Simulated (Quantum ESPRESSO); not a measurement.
```xyz
4
Lattice="3.7850 0.0000 0.0000 0.0000 3.7850 0.0000 0.0000 0.0000 15.3000" Properties=species:S:1:pos:R:3 pbc="T T T"
O      0.0000     1.8925     0.0000
O      1.8925     0.0000     0.0000
Sn     0.0000     0.0000     1.1712
Sn     1.8925     1.8925    -1.1712
```

The layer was cut from Materials Project entry mp-2097 and relaxed with PBEsol in a cell 15.3 Å high, with the Coulomb interaction truncated along z.

What does PBEsol (Quantum ESPRESSO, PseudoDojo norm-conserving, 84 Ry, with spin-orbit coupling) give for the electronic structure near the Fermi level?

The PBEsol gap is indirect, 2.98 eV, from 64 % of the way from M to Γ to 27 % of the way from M to Γ; the smallest direct gap is 3.19 eV. Another valence extremum on the path lies within 0.02 eV, too close to call. The valence-band maximum lies 5.50 eV below the vacuum level. 

This is a model layer cut from the bulk structure; whether it is stable on its own was not checked.
